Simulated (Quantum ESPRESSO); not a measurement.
Ru3Ti2MoCu2, one composition in several site orders

Simulated, not a measurement. The program is pw.x of Quantum ESPRESSO 7.5 (plane-wave density functional theory). The cell is made up: eight metal atoms on a hexagonal close-packed lattice, with elements, volume, strain and displacements drawn at random and not relaxed, so it may be unstable or far from any real phase. PseudoDojo standard norm-conserving files set the functional (PBE unless stated); there is no spin polarisation or spin-orbit coupling, the Fermi-Dirac width of 0.25 eV means electrons at about 2900 K, and the masses in the input are unused placeholders. The copper pseudopotential is less sure than most, with forces differing by about three percent and pressure by about two GPa from a second method on plain copper. A spin test at this wide smearing found no moment, but such smearing suppresses magnetism that the real alloy may have.

The runs put one composition on the sites in different orders. Cell, positions, cutoff, mesh and smearing stay as in the input of run 1; sites are counted in its order. Stress in the tables is positive in tension.

Input of run 1:

```
&control calculation='scf', pseudo_dir='./dojo.nc.sr.pbe.v0_5.standard.upf', outdir='./o', disk_io='minimal', tprnfor=.true., tstress=.true. /
&system ibrav=0, nat=8, ntyp=4, nbnd=78, ecutwfc=92.02030273, nosym=.true., tot_charge=0,
 occupations='smearing', smearing='fd', degauss=0.0183746611
/
&electrons conv_thr=1.470e-08, electron_maxstep=70, mixing_beta=0.5 /
ATOMIC_SPECIES
Cu 1.0 Cu.upf
Mo 1.0 Mo.upf
Ru 1.0 Ru.upf
Ti 1.0 Ti.upf
CELL_PARAMETERS angstrom
0.0086 -0.028 4.5772
5.4612 0.0668 0.0104
-2.6727 4.7271 -0.0345
ATOMIC_POSITIONS angstrom
Ru -0.1829 -0.0459 -0.031
Ti -1.2472 2.3699 -0.1012
Ti 2.7962 0.1216 0.0741
Ru 1.4423 2.3248 -0.0836
Ru -0.0282 1.6074 2.3732
Mo -1.2812 3.9578 2.2707
Cu 2.8274 1.6115 2.385
Cu 1.3414 3.9364 2.2832
K_POINTS automatic
5 5 5 1 1 1
```

```
run  elements on sites 1 to 8  free energy less that of run 1 (eV)  -TS (eV)  pressure (GPa)  stress xx (GPa)  stress yy (GPa)  stress zz (GPa)  stress yz (GPa)  stress xz (GPa)  stress xy (GPa)  iterations
  1   Ru Ti Ti Ru Ru Mo Cu Cu                                0.000    -1.826           -4.74             3.83             4.45             5.95            -0.17             0.38            -3.74          25
  2   Cu Ru Ru Cu Mo Ti Ti Ru                               -0.003    -1.771           -3.92             1.65             0.44             9.67            -0.33             0.09            -0.99          23
  3   Ru Ru Ru Ti Cu Ti Cu Mo                               -0.571    -1.831           -3.91             0.90             1.19             9.65            -1.06             1.07             2.80          22
  4   Cu Cu Ti Ru Ru Ti Ru Mo                               -0.055    -1.758           -3.56            -0.16             7.54             3.29            -0.24             1.05             0.64          25
  5   Ru Mo Cu Ru Ru Ti Ti Cu                                0.104    -1.880           -3.28             1.55             2.61             5.67            -0.49            -0.14            -2.50          24
  6   Ru Ru Cu Ru Ti Mo Cu Ti                                0.191    -1.914           -4.54            -1.56             2.59            12.57             0.08             0.80             0.85          25
```

Forces Fx Fy Fz (eV/Å):

```
site              run 1              run 2             run 3             run 4              run 5              run 6
   1    1.10 -0.23 0.46    1.10 -0.26 0.36    1.80 0.03 0.20    1.44 0.38 0.34    1.44 -0.44 0.40    1.45 -0.21 0.39
   2    -0.20 0.35 0.84    -0.17 0.32 0.65   -0.35 0.63 0.73   -0.30 0.34 0.88    -0.39 0.31 1.40    -0.69 0.61 0.72
   3  -0.71 -0.27 -0.05  -0.98 -0.74 -0.05  -1.52 -0.37 0.10  -0.50 0.21 -0.12  -0.63 -0.86 -0.09  -0.94 -0.25 -0.17
   4    -0.23 0.26 0.78    -0.31 0.62 0.80  -0.15 -0.52 0.76   -0.75 0.35 0.85     0.02 0.81 0.80    -0.17 0.51 0.57
   5    0.82 0.08 -1.00   0.44 -0.22 -0.76  0.34 -0.37 -0.87  0.59 -0.66 -0.90   0.65 -0.51 -1.25   0.85 -0.25 -0.63
   6   -0.75 0.01 -0.21   -0.39 0.29 -0.19  -0.57 0.05 -0.06  -0.87 0.03 -0.03   -0.69 0.70 -0.28  -0.79 -0.03 -0.19
   7  -0.66 -0.09 -0.75   -0.48 0.05 -0.70  -0.20 0.19 -0.68  -0.26 0.05 -0.78   -0.77 0.00 -0.80  -0.55 -0.11 -0.62
   8   0.62 -0.10 -0.08   0.79 -0.06 -0.11   0.66 0.36 -0.17  0.65 -0.69 -0.25   0.38 -0.01 -0.17   0.84 -0.28 -0.08
```

The sites are displaced and not relaxed, so the energy differences hold strain from misfit and are not ordering energies. A rerun of one cell of this series at a higher cutoff and on a denser mesh moved values by no more than 0.006 eV in energy, 0.05 GPa in stress and 0.007 eV/Å in force, and a second program with other atomic files agreed on that cell to 2 % rms in force and 0.5 GPa in pressure.